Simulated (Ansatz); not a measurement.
**Cd2HgSe3: rattling a relaxed structure**

It was reached by relaxing an invented guess, and it needn't be the stable form of this composition.

Method: DFT PBE, scalar-relativistic, plane waves, PAW (Ansatz). Plane waves to 420 eV, a k mesh through Γ of 12×12×2 on the computed 12-atom cell and Gaussian smearing (0.10 eV); no spin polarisation.

The cell below (12 atoms, space group P6_3mc (No. 186)) is relaxed within its symmetry.

```yaml
crystal:
  lattice:
    - [4.39878, 0.00000, 0.00000]
    - [-2.19939, 3.80946, 0.00000]
    - [0.00000, 0.00000, 21.53881]
  atoms:
    - { symbol: Cd, position: [0.66667, 0.33333, 0.49922] }
    - { symbol: Cd, position: [0.66667, 0.33333, 0.83360] }
    - { symbol: Cd, position: [0.33333, 0.66667, 0.33360] }
    - { symbol: Cd, position: [0.33333, 0.66667, 0.99922] }
    - { symbol: Hg, position: [0.66667, 0.33333, 0.16706] }
    - { symbol: Hg, position: [0.33333, 0.66667, 0.66706] }
    - { symbol: Se, position: [0.66667, 0.33333, 0.29302] }
    - { symbol: Se, position: [0.66667, 0.33333, 0.62434] }
    - { symbol: Se, position: [0.66667, 0.33333, 0.95862] }
    - { symbol: Se, position: [0.33333, 0.66667, 0.12434] }
    - { symbol: Se, position: [0.33333, 0.66667, 0.45862] }
    - { symbol: Se, position: [0.33333, 0.66667, 0.79302] }
```

For the test it was strained at random (σ = 1.5 % a component), the atoms were moved at random (σ = 0.10 Å), and all was relaxed again on a coarse 6×6×1 mesh (in the run’s order of axes) with 0.20 eV smearing, with no symmetry imposed.

Spin–orbit coupling, which can matter for Hg, is left out.

Question: Is the structure stable against such a distortion?

Answer: It returns, within 1 meV/atom of the unmoved cell on that mesh and with the same symmetry when read at 0.1 Å (P1 at 0.01 Å, so small strains and shifts remain). No instability shows in this cell; modes of other wave vectors, which need another repeat, aren't tested.
